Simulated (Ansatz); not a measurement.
RbCl:
```cif
data_ClRb
_chemical_formula_sum 'Rb1 Cl1'
_space_group_name_H-M_alt 'P 1'
_space_group_IT_number 1
_cell_length_a 4.62650
_cell_length_b 4.62650
_cell_length_c 4.62650
_cell_angle_alpha 60.000
_cell_angle_beta 60.000
_cell_angle_gamma 60.000
loop_
_space_group_symop_operation_xyz
  'x, y, z'
loop_
_atom_site_label
_atom_site_type_symbol
_atom_site_fract_x
_atom_site_fract_y
_atom_site_fract_z
_atom_site_occupancy
Rb1 Rb 0.00000 0.00000 0.00000 1
Cl1 Cl 0.50000 0.50000 0.50000 1
```

Relaxed with PBEsol.

Task: Decompose the optical modes at the zone centre into irreducible representations, and say which are infrared and Raman allowed.

Result: Point group m-3m: Γ_opt = T1u. Infrared: T1u. Raman: none.

Task: Assign frequencies (DFPT, the program Ansatz at the PBEsol level (PAW); without the LO–TO term).

Result: T1u 113 cm⁻¹.

Space group Fm-3m (rock salt). The cell was relaxed with PBEsol under the symmetry of its start; of distortions, only those at the zone centre were tested.

Potentials: the later of the program's two PAW sets.
